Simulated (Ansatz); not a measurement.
Al2W:
Space group Fddd, origin choice 1 (No. 70); a = 4.9204 Å, b = 8.2737 Å, c = 8.8912 Å, α = β = γ = 90.00°

| atom | site | symmetry | x | y | z |
|---|---|---|---|---|---|
| Al | 16f | .2. | 0.0000 | 0.1670 | 0.0000 |
| W | 8b | 222 | 0.5000 | 0.5000 | 0.5000 |
(The calculation used a cell of 6 atoms; values per cell refer to that cell.)

Relaxed with PBEsol.

Problem. Which orbitals make up the states near the Fermi level in DFT-PBEsol in the program Ansatz with PAW potentials?

Solution. Within 0.5 eV of the Fermi level: W 5d 60 %, Al 3p 32 %. Projections are on Löwdin-orthogonalised atomic valence shells; empty p or d shells of many metals are not among them.

Problem. Tabulate the density of states.

Solution. States/eV per cell of 6 atoms, in 0.25 eV bins, energy from the Fermi level.

| E (eV) | total | W 5d | Al 3p | Al 3s |
|---|---|---|---|---|
| -7.85 | 0.99 | 0.05 | 0.43 | 0.34 |
| -7.60 | 1.13 | 0.07 | 0.50 | 0.39 |
| -7.35 | 1.13 | 0.09 | 0.51 | 0.39 |
| -7.10 | 1.23 | 0.12 | 0.56 | 0.38 |
| -6.85 | 1.46 | 0.18 | 0.68 | 0.45 |
| -6.60 | 1.41 | 0.20 | 0.66 | 0.40 |
| -6.35 | 1.44 | 0.24 | 0.66 | 0.39 |
| -6.10 | 1.44 | 0.27 | 0.63 | 0.39 |
| -5.85 | 1.70 | 0.36 | 0.72 | 0.47 |
| -5.60 | 2.36 | 0.58 | 0.93 | 0.70 |
| -5.35 | 1.99 | 0.58 | 0.76 | 0.54 |
| -5.10 | 1.71 | 0.51 | 0.66 | 0.40 |
| -4.85 | 1.58 | 0.44 | 0.66 | 0.32 |
| -4.60 | 1.93 | 0.57 | 0.81 | 0.34 |
| -4.35 | 2.42 | 0.83 | 0.90 | 0.44 |
| -4.10 | 2.24 | 0.82 | 0.85 | 0.35 |
| -3.85 | 1.60 | 0.60 | 0.62 | 0.24 |
| -3.60 | 1.82 | 0.70 | 0.69 | 0.27 |
| -3.35 | 3.20 | 1.21 | 1.30 | 0.44 |
| -3.10 | 3.28 | 1.33 | 1.34 | 0.37 |
| -2.85 | 2.41 | 1.12 | 0.87 | 0.26 |
| -2.60 | 3.27 | 1.76 | 1.02 | 0.29 |
| -2.35 | 4.00 | 2.34 | 1.12 | 0.33 |
| -2.10 | 3.74 | 2.30 | 1.02 | 0.26 |
| -1.85 | 3.91 | 2.34 | 1.24 | 0.20 |
| -1.60 | 4.49 | 2.83 | 1.32 | 0.19 |
| -1.35 | 5.97 | 3.96 | 1.61 | 0.24 |
| -1.10 | 6.29 | 3.83 | 1.94 | 0.33 |
| -0.85 | 6.13 | 3.60 | 2.06 | 0.29 |
| -0.60 | 6.75 | 3.96 | 2.33 | 0.27 |
| -0.35 | 5.19 | 3.10 | 1.70 | 0.22 |
| -0.10 | 3.02 | 1.73 | 1.05 | 0.13 |
| 0.15 | 1.68 | 1.01 | 0.53 | 0.08 |
| 0.40 | 1.64 | 1.14 | 0.38 | 0.07 |
| 0.65 | 3.27 | 2.51 | 0.56 | 0.08 |
| 0.90 | 4.64 | 3.80 | 0.58 | 0.08 |
| 1.15 | 4.26 | 3.58 | 0.42 | 0.07 |
| 1.40 | 0.17 | 0.15 | 0.01 | 0.00 |
| 1.65 | 0.00 | 0.00 | 0.00 | 0.00 |
| 1.90 | 0.00 | 0.00 | 0.00 | 0.00 |
| 2.15 | 0.14 | 0.03 | 0.04 | 0.02 |
| 2.40 | 1.04 | 0.46 | 0.27 | 0.09 |
| 2.65 | 2.62 | 1.45 | 0.66 | 0.16 |
| 2.90 | 3.73 | 2.11 | 1.00 | 0.20 |
| 3.15 | 2.95 | 1.54 | 0.81 | 0.16 |
| 3.40 | 2.67 | 1.29 | 0.81 | 0.14 |
| 3.65 | 3.20 | 1.47 | 0.94 | 0.23 |
| 3.90 | 3.85 | 1.59 | 1.05 | 0.57 |
| 4.15 | 4.24 | 1.46 | 1.13 | 0.96 |
| 4.40 | 4.74 | 1.36 | 1.29 | 1.20 |
| 4.65 | 3.86 | 1.05 | 1.00 | 0.89 |

The start of the workflow was typed in or built on a structure type; neither database checked (COD, Materials Project) lists it. Whether it is the stable phase at ambient conditions was not checked. The PBEsol relaxation kept the symmetry of its start; its stability against distortions is not shown here. The run is not spin-polarised. Axis ratios of metals converge slowly with the k-mesh, so a and c are less sure than the volume. Scalar-relativistic: spin–orbit coupling is off unless named, which matters more the heavier the elements.

Potentials: the earlier of the program's two PAW sets. The files were generated under PBE; for other functionals the program regenerates the frozen cores, and for LDA and PBEsol the local potential too.
